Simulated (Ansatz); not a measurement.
Geometry optimisation in Ansatz: input, command and trajectory.

```yaml
crystal:
  lattice:
    - [6.3572491832, 0.0065072352, 0.0099362218]
    - [3.053614336, 5.6416053498, -0.0098409135]
    - [2.4707773795, 0.2397648719, 7.0738843336]
  atoms:
    - { symbol: H, position: [0.108376029, 0.7693959579, 0.2175688073] }
    - { symbol: H, position: [0.891623971, 0.2306040421, 0.7824311927] }
    - { symbol: H, position: [0.8223461949, 0.6206230784, 0.2233631017] }
    - { symbol: H, position: [0.1776538051, 0.3793769216, 0.7766368983] }
    - { symbol: H, position: [0.0748722668, 0.1775069499, 0.1312417252] }
    - { symbol: H, position: [0.9251277332, 0.8224930501, 0.8687582748] }
    - { symbol: H, position: [0.9116097796, 0.2169592348, 0.3718269723] }
    - { symbol: H, position: [0.0883902204, 0.7830407652, 0.6281730277] }
    - { symbol: H, position: [0.3752434418, 0.8964394153, 0.2955994677] }
    - { symbol: H, position: [0.6247565582, 0.1035605847, 0.7044005323] }
    - { symbol: H, position: [0.2757543453, 0.1027247421, 0.4682635997] }
    - { symbol: H, position: [0.7242456547, 0.8972752579, 0.5317364003] }
    - { symbol: H, position: [0.5459142596, 0.149545081, 0.0520525784] }
    - { symbol: H, position: [0.4540857404, 0.850454919, 0.9479474216] }
    - { symbol: H, position: [0.6896243421, 0.0457279327, 0.2366796281] }
    - { symbol: H, position: [0.3103756579, 0.9542720673, 0.7633203719] }
    - { symbol: H, position: [0.5580183943, 0.4850892245, 0.1467239309] }
    - { symbol: H, position: [0.4419816057, 0.5149107755, 0.8532760691] }
    - { symbol: H, position: [0.4389192639, 0.4293292777, 0.3880114171] }
    - { symbol: H, position: [0.5610807361, 0.5706707223, 0.6119885829] }
    - { symbol: C, position: [0.1674061947, 0.5783566156, 0.2329280368] }
    - { symbol: C, position: [0.8325938053, 0.4216433844, 0.7670719632] }
    - { symbol: C, position: [0.0075975621, 0.4960298136, 0.2379115259] }
    - { symbol: C, position: [0.9924024379, 0.5039701864, 0.7620884741] }
    - { symbol: C, position: [0.0670571445, 0.2380930433, 0.2630406582] }
    - { symbol: C, position: [0.9329428555, 0.7619069567, 0.7369593418] }
    - { symbol: C, position: [0.3109067474, 0.0848177132, 0.3167287103] }
    - { symbol: C, position: [0.6890932526, 0.9151822868, 0.6832712897] }
    - { symbol: C, position: [0.5117447223, 0.1631850659, 0.2043941702] }
    - { symbol: C, position: [0.4882552777, 0.8368149341, 0.7956058298] }
    - { symbol: C, position: [0.4284467005, 0.4200955657, 0.2455839189] }
    - { symbol: C, position: [0.5715532995, 0.5799044343, 0.7544160811] }
basis:
  ecutwfc: 420
kpoints:
  mp_grid: { grid: [4, 4, 4] }
hamiltonian:
  xc: pbe
scf:
  occupations: { method: gaussian, width: 0.02 }
output:
  forces: true
  stress: true
  eigenvalues: true
relax:
  adjacent_minimum: "off"
  f_tol: 0.02
  max_steps: 50
  cell: { stress_tol: 0.1 }
```

```bash
ansatz run input.yaml --threads 8 --pin off --max-ram 16384MiB --backend cpu --events-out ev --progress --plain --runs-dir out
```

Method: Ansatz, DFT PBE, scalar-relativistic, plane waves, PAW.

Of 16 frames 6 are shown, positions in Å and forces in eV/Å; the SCF threshold varies from step to step. Steps run on the plane waves of an earlier cell, with a Pulay correction in the pressure. The basis is chosen afresh for the last frame, the zero of the energies, and can be on the way; energy and pressure step there, also at an unchanged geometry. Here that happened at steps 7 (-4 meV/atom, 0.5 GPa), 12 (-3 meV/atom, 0.1 GPa), 16 (-3 meV/atom, 0.0 GPa); the frames before carry an error of that size. The mark taken_back stands on steps that the optimiser undid.

```xyz
32
Lattice="6.3572 0.0065 0.0099 3.0536 5.6416 -0.0098 2.4708 0.2398 7.0739" Properties=species:S:1:pos:R:3:forces:R:3 pbc="T T T" step=1 free_energy_over_end_meV_per_atom=8.52 pressure_GPa=1.31
H     3.5760    4.3935    1.5326    0.0000   -0.0070    0.0010
H     8.3057    1.4944    5.5414    0.0000    0.0070   -0.0010
H     7.6749    3.5602    1.5821    0.0030   -0.0020   -0.0030
H     4.2068    2.3277    5.4919   -0.0030    0.0020    0.0030
H     1.3423    1.0334    0.9274   -0.0010   -0.0010    0.0040
H    10.5394    4.8545    6.1466    0.0010    0.0010   -0.0040
H     7.3765    1.3191    2.6372   -0.0020    0.0000   -0.0020
H     4.5051    4.5688    4.4368    0.0020    0.0000    0.0020
H     5.8533    5.1307    2.0859   -0.0030    0.0020    0.0000
H     6.0284    0.7572    4.9880    0.0030   -0.0020    0.0000
H     3.2237    0.6936    3.3142   -0.0010   -0.0040   -0.0020
H     8.6579    5.1943    3.7598    0.0010    0.0040    0.0020
H     4.0558    0.8597    0.3722    0.0020   -0.0010    0.0030
H     7.8259    5.0282    6.7018   -0.0020    0.0010   -0.0030
H     5.1085    0.3192    1.6806   -0.0050    0.0050    0.0000
H     6.7731    5.5687    5.3933    0.0050   -0.0050    0.0000
H     5.3913    2.7755    1.0387   -0.0030   -0.0010    0.0030
H     6.4904    3.1124    6.0353    0.0030    0.0010   -0.0030
H     5.0600    2.5180    2.7449   -0.0010   -0.0010   -0.0070
H     6.8216    3.3699    4.3291    0.0010    0.0010    0.0070
C     3.4058    3.3198    1.6437    0.0010   -0.0060   -0.0030
C     8.4758    2.5681    5.4303   -0.0010    0.0060    0.0030
C     2.1508    2.8555    1.6782    0.0060   -0.0150    0.0020
C     9.7308    3.0324    5.3958   -0.0060    0.0150   -0.0020
C     1.8033    1.4067    1.8590    0.0170    0.0060   -0.0030
C    10.0784    4.4811    5.2149   -0.0170   -0.0060    0.0030
C     3.0181    0.5565    2.2428    0.0040    0.0140   -0.0160
C     8.8636    5.3314    4.8312   -0.0040   -0.0140    0.0160
C     4.2566    0.9730    1.4493   -0.0050    0.0070    0.0160
C     7.6250    4.9149    5.6246    0.0050   -0.0070   -0.0160
C     4.6133    2.4317    1.7374   -0.0130   -0.0050    0.0030
C     7.2683    3.4562    5.3366    0.0130    0.0050   -0.0030
32
Lattice="6.6030 0.0065 0.0138 3.1715 5.8493 -0.0105 2.5701 0.2462 7.4192" Properties=species:S:1:pos:R:3:forces:R:3 pbc="T T T" step=4 free_energy_over_end_meV_per_atom=6.88 pressure_GPa=-0.06
H     3.7165    4.4583    1.6015    0.0010   -0.0060    0.0030
H     8.6281    1.6437    5.8210   -0.0010    0.0060   -0.0030
H     8.0581    3.6264    1.6335    0.0070   -0.0050    0.0010
H     4.2864    2.4757    5.7889   -0.0070    0.0050   -0.0010
H     1.4920    1.0888    0.9851    0.0080    0.0030    0.0080
H    10.8525    5.0133    6.4373   -0.0080   -0.0030   -0.0080
H     7.7407    1.3886    2.6911    0.0060    0.0000   -0.0100
H     4.6038    4.7135    4.7314   -0.0060    0.0000    0.0100
H     6.0985    5.4031    2.1801    0.0020    0.0070    0.0010
H     6.2460    0.6989    5.2424   -0.0020   -0.0070   -0.0010
H     3.3336    0.7664    3.4098   -0.0040    0.0020   -0.0140
H     9.0109    5.3356    4.0126    0.0040   -0.0020    0.0140
H     4.2173    0.8980    0.4766    0.0040    0.0000    0.0120
H     8.1273    5.2041    6.9459   -0.0040    0.0000   -0.0120
H     5.2472    0.3790    1.8150   -0.0090    0.0080    0.0010
H     7.0973    5.7230    5.6075    0.0090   -0.0080   -0.0010
H     5.5334    2.8325    1.1263   -0.0070   -0.0030    0.0010
H     6.8111    3.2696    6.2961    0.0070    0.0030   -0.0010
H     5.1941    2.5965    2.8348   -0.0020    0.0020   -0.0080
H     7.1504    3.5056    4.5877    0.0020   -0.0020    0.0080
C     3.5442    3.3841    1.7152   -0.0080   -0.0080   -0.0010
C     8.8004    2.7179    5.7073    0.0080    0.0080    0.0010
C     2.2874    2.9206    1.7384    0.0050    0.0070   -0.0030
C    10.0571    3.1814    5.6840   -0.0050   -0.0070    0.0030
C     1.9369    1.4716    1.9223   -0.0030   -0.0030    0.0000
C    10.4077    4.6305    5.5002    0.0030    0.0030    0.0000
C     3.1455    0.6230    2.3338   -0.0030    0.0010    0.0080
C     9.1990    5.4790    5.0887    0.0030   -0.0010   -0.0080
C     4.3990    1.0301    1.5567    0.0020   -0.0030   -0.0050
C     7.9456    5.0720    5.8658   -0.0020    0.0030    0.0050
C     4.7515    2.4953    1.8259    0.0050    0.0010    0.0050
C     7.5931    3.6068    5.5966   -0.0050   -0.0010   -0.0050
32
Lattice="6.6135 0.0028 0.0204 3.1732 5.8415 -0.0150 2.5813 0.2349 7.4339" Properties=species:S:1:pos:R:3:forces:R:3 pbc="T T T" step=7 free_energy_over_end_meV_per_atom=2.69 pressure_GPa=0.44
H     3.7326    4.4574    1.5863   -0.0030   -0.0100    0.0050
H     8.6354    1.6218    5.8530    0.0030    0.0100   -0.0050
H     8.0850    3.6210    1.5996    0.0110   -0.0070    0.0020
H     4.2829    2.4582    5.8397   -0.0110    0.0070   -0.0020
H     1.5312    1.0781    0.9584    0.0040    0.0070    0.0130
H    10.8368    5.0011    6.4808   -0.0040   -0.0070   -0.0130
H     7.7471    1.3898    2.6582    0.0100   -0.0010   -0.0130
H     4.6209    4.6894    4.7811   -0.0100    0.0010    0.0130
H     6.1111    5.4023    2.2074    0.0030    0.0130    0.0040
H     6.2569    0.6769    5.2319   -0.0030   -0.0130   -0.0040
H     3.3194    0.7959    3.4275   -0.0030   -0.0010   -0.0180
H     9.0486    5.2832    4.0117    0.0030    0.0010    0.0180
H     4.2571    0.8746    0.5095    0.0050    0.0020    0.0160
H     8.1109    5.2046    6.9298   -0.0050   -0.0020   -0.0160
H     5.2628    0.3832    1.8761   -0.0130    0.0100   -0.0060
H     7.1052    5.6959    5.5632    0.0130   -0.0100    0.0060
H     5.5505    2.8253    1.1356   -0.0090   -0.0040    0.0100
H     6.8175    3.2539    6.3036    0.0090    0.0040   -0.0100
H     5.2034    2.6180    2.8464   -0.0030    0.0000   -0.0150
H     7.1646    3.4612    4.5929    0.0030    0.0000    0.0150
C     3.5590    3.3841    1.7052   -0.0060    0.0060   -0.0070
C     8.8090    2.6951    5.7341    0.0060   -0.0060    0.0070
C     2.3023    2.9203    1.7139   -0.0010    0.0110   -0.0050
C    10.0657    3.1589    5.7254    0.0010   -0.0110    0.0050
C     1.9508    1.4721    1.9023   -0.0130   -0.0090    0.0050
C    10.4172    4.6071    5.5370    0.0130    0.0090   -0.0050
C     3.1521    0.6325    2.3512   -0.0030   -0.0090    0.0130
C     9.2159    5.4466    5.0880    0.0030    0.0090   -0.0130
C     4.4189    1.0278    1.5898    0.0090   -0.0110   -0.0120
C     7.9491    5.0514    5.8495   -0.0090    0.0110    0.0120
C     4.7663    2.4982    1.8373    0.0110    0.0060    0.0070
C     7.6017    3.5810    5.6020   -0.0110   -0.0060   -0.0070
32
Lattice="6.8369 -0.0060 0.0375 3.2725 5.9989 -0.0222 2.6863 0.2199 7.7872" Properties=species:S:1:pos:R:3:forces:R:3 pbc="T T T" step=10 free_energy_over_end_meV_per_atom=4.05 pressure_GPa=0.09 taken_back
H     3.8801    4.5234    1.6272    0.0010    0.0010   -0.0340
H     8.9154    1.6895    6.1754   -0.0010   -0.0010    0.0340
H     8.4577    3.6745    1.6089   -0.0050    0.0050    0.0190
H     4.3378    2.5383    6.1936    0.0050   -0.0050   -0.0190
H     1.7195    1.1160    1.0100   -0.0170   -0.0120   -0.0310
H    11.0761    5.0968    6.7925    0.0170    0.0120    0.0310
H     8.0849    1.4631    2.6966   -0.0230    0.0090    0.0180
H     4.7107    4.7497    5.1059    0.0230   -0.0090   -0.0180
H     6.3433    5.6473    2.3663    0.0050   -0.0150    0.0010
H     6.4523    0.5655    5.4362   -0.0050    0.0150   -0.0010
H     3.4152    0.9344    3.5507    0.0050    0.0030    0.0220
H     9.3804    5.2784    4.2518   -0.0050   -0.0030   -0.0220
H     4.4386    0.8875    0.6613   -0.0040   -0.0030   -0.0300
H     8.3570    5.3254    7.1412    0.0040    0.0030    0.0300
H     5.4038    0.4605    2.0750    0.0430   -0.0360    0.0190
H     7.3918    5.7523    5.7275   -0.0430    0.0360   -0.0190
H     5.7013    2.8718    1.2207   -0.0050   -0.0010    0.0000
H     7.0942    3.3410    6.5818    0.0050    0.0010    0.0000
H     5.3404    2.7328    2.9347   -0.0030    0.0010   -0.0040
H     7.4552    3.4800    4.8678    0.0030   -0.0010    0.0040
C     3.7051    3.4508    1.7506    0.0050    0.0040    0.0450
C     9.0905    2.7621    6.0519   -0.0050   -0.0040   -0.0450
C     2.4481    2.9866    1.7432   -0.0060   -0.0120   -0.0180
C    10.3475    3.2262    6.0593    0.0060    0.0120    0.0180
C     2.0948    1.5409    1.9580    0.0110    0.0370   -0.0290
C    10.7008    4.6719    5.8445   -0.0110   -0.0370    0.0290
C     3.2809    0.7244    2.4780    0.0280   -0.0060    0.0070
C     9.5146    5.4884    5.3245   -0.0280    0.0060   -0.0070
C     4.5696    1.0895    1.7370   -0.0320    0.0170    0.0000
C     8.2260    5.1233    6.0655    0.0320   -0.0170    0.0000
C     4.9112    2.5704    1.9280   -0.0030    0.0110    0.0130
C     7.8843    3.6425    5.8745    0.0030   -0.0110   -0.0130
32
Lattice="6.9168 -0.0125 0.0475 3.3051 6.0469 -0.0278 2.7280 0.2068 7.9184" Properties=species:S:1:pos:R:3:forces:R:3 pbc="T T T" step=13 free_energy_over_end_meV_per_atom=1.28 pressure_GPa=0.03
H     3.9358    4.5434    1.6093    0.0040   -0.0080   -0.0030
H     9.0140    1.6978    6.3288   -0.0040    0.0080    0.0030
H     8.5944    3.6880    1.5975    0.0070   -0.0110    0.0030
H     4.3555    2.5532    6.3405   -0.0070    0.0110   -0.0030
H     1.8002    1.1218    1.0161    0.0000    0.0000    0.0110
H    11.1496    5.1194    6.9220    0.0000    0.0000   -0.0110
H     8.2022    1.4897    2.6955    0.0060   -0.0010   -0.0010
H     4.7477    4.7515    5.2425   -0.0060    0.0010    0.0010
H     6.4281    5.7293    2.4383   -0.0030    0.0180    0.0000
H     6.5217    0.5119    5.4998    0.0030   -0.0180    0.0000
H     3.4433    1.0007    3.6010   -0.0020   -0.0030   -0.0140
H     9.5065    5.2405    4.3371    0.0020    0.0030    0.0140
H     4.5161    0.8806    0.7290    0.0000    0.0010    0.0090
H     8.4337    5.3606    7.2091    0.0000   -0.0010   -0.0090
H     5.4599    0.4892    2.1702   -0.0070    0.0100   -0.0020
H     7.4900    5.7521    5.7679    0.0070   -0.0100    0.0020
H     5.7588    2.8842    1.2524   -0.0030    0.0000    0.0040
H     7.1911    3.3570    6.6857    0.0030    0.0000   -0.0040
H     5.3878    2.7848    2.9665   -0.0040   -0.0020   -0.0070
H     7.5621    3.4564    4.9716    0.0040    0.0020    0.0070
C     3.7598    3.4737    1.7561    0.0110    0.0010    0.0020
C     9.1900    2.7675    6.1820   -0.0110   -0.0010   -0.0020
C     2.5035    3.0084    1.7375   -0.0100   -0.0040   -0.0020
C    10.4464    3.2328    6.2006    0.0100    0.0040    0.0020
C     2.1502    1.5648    1.9671   -0.0050   -0.0040   -0.0080
C    10.7996    4.6765    5.9710    0.0050    0.0040    0.0080
C     3.3287    0.7619    2.5310   -0.0070   -0.0070    0.0120
C     9.6211    5.4793    5.4071    0.0070    0.0070   -0.0120
C     4.6293    1.1099    1.8023   -0.0010    0.0090   -0.0070
C     8.3205    5.1314    6.1358    0.0010   -0.0090    0.0070
C     4.9652    2.5973    1.9616    0.0140    0.0030    0.0050
C     7.9847    3.6439    5.9765   -0.0140   -0.0030   -0.0050
32
Lattice="7.0207 -0.0159 0.0572 3.3519 6.1135 -0.0348 2.7788 0.1941 8.0789" Properties=species:S:1:pos:R:3:forces:R:3 pbc="T T T" step=16 free_energy_over_end_meV_per_atom=0.00 pressure_GPa=0.01
H     4.0175    4.5684    1.5785    0.0020   -0.0040   -0.0010
H     9.1339    1.7233    6.5227   -0.0020    0.0040    0.0010
H     8.7800    3.7102    1.5646    0.0090   -0.0110    0.0020
H     4.3715    2.5815    6.5367   -0.0090    0.0110   -0.0020
H     1.8938    1.1286    1.0531   -0.0030    0.0010    0.0070
H    11.2577    5.1632    7.0481    0.0030   -0.0010   -0.0070
H     8.3638    1.5448    2.7175    0.0020    0.0000   -0.0020
H     4.7877    4.7469    5.3838   -0.0020    0.0000    0.0020
H     6.5341    5.8536    2.5450    0.0020    0.0090   -0.0010
H     6.6173    0.4381    5.5563   -0.0020   -0.0090    0.0010
H     3.4836    1.0971    3.6731   -0.0010   -0.0030   -0.0080
H     9.6679    5.1946    4.4282    0.0010    0.0030    0.0080
H     4.6068    0.8769    0.8263    0.0010    0.0000    0.0070
H     8.5447    5.4148    7.2750   -0.0010    0.0000   -0.0070
H     5.5254    0.5339    2.2957   -0.0030    0.0010    0.0000
H     7.6261    5.7578    5.8056    0.0030   -0.0010    0.0000
H     5.8425    2.8966    1.2997   -0.0050   -0.0010    0.0070
H     7.3089    3.3951    6.8016    0.0050    0.0010   -0.0070
H     5.4471    2.8545    3.0111   -0.0030   -0.0010   -0.0100
H     7.7043    3.4372    5.0901    0.0030    0.0010    0.0100
C     3.8377    3.5039    1.7550   -0.0040    0.0010    0.0010
C     9.3137    2.7878    6.3462    0.0040   -0.0010   -0.0010
C     2.5809    3.0391    1.7291   -0.0050    0.0050   -0.0030
C    10.5705    3.2526    6.3721    0.0050   -0.0050    0.0030
C     2.2222    1.6029    1.9966   -0.0060    0.0090   -0.0100
C    10.9293    4.6888    6.1047    0.0060   -0.0090    0.0100
C     3.3887    0.8206    2.6103    0.0010   -0.0090    0.0160
C     9.7628    5.4711    5.4910   -0.0010    0.0090   -0.0160
C     4.7024    1.1424    1.8928    0.0050   -0.0020   -0.0080
C     8.4490    5.1493    6.2084   -0.0050    0.0020    0.0080
C     5.0389    2.6338    2.0071    0.0060    0.0060    0.0040
C     8.1126    3.6580    6.0942   -0.0060   -0.0060   -0.0040
```

The cell swells from 7.9 to 10.8 Å³ an atom. At the end the space group is P-1 (tolerance 0.05 Å).

The run took 110 s on 8 threads of Arm Neoverse V1, on a shared host, peak memory 1.6 GiB.